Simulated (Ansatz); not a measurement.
C₂PtS₂ in space group C2/m (No. 12; Pearson symbol mS30), DFT-PBE+D3(BJ) in the program Ansatz with PAW potentials, all energies at zero smearing, with the estimated change up to a 700 eV cutoff added, with one set of potentials and settings (totals compare only within such a set). Cell of 15 atoms (6 C, 6 S, 3 Pt): -44491.205 eV.

| element | reference phase | E (eV/atom) |
|---|---|---|
| C | P6_3/mmc, 4 atoms in the cell | -251.0887 |
| S | Fddd, 32 atoms in the cell | -902.2562 |
| Pt | Fm-3m, 1 atoms in the cell | -12523.7759 |

Formation energy per atom, worked out: (-44491.205 − 6×(-251.0887) − 6×(-902.2562) − 3×(-12523.7759))/15 = 0.013 eV/atom (1 kJ per mol of atoms), at 0 K, without zero-point energy or fitted corrections.

A made-up cell: these elements were put on the sites of a structure type; neither database checked (COD, Materials Project) lists it. Whether it is the stable phase at ambient conditions was not checked. The cell was relaxed with PBE+D3(BJ) under the symmetry of its start; its stability against distortions is not shown here. No spin polarisation was allowed. The references are the lowest solids computed at this level, not always the standard phases. Scalar-relativistic: spin–orbit coupling is off unless named, which matters more the heavier the elements.

Potentials: the later of the program's two PAW sets.
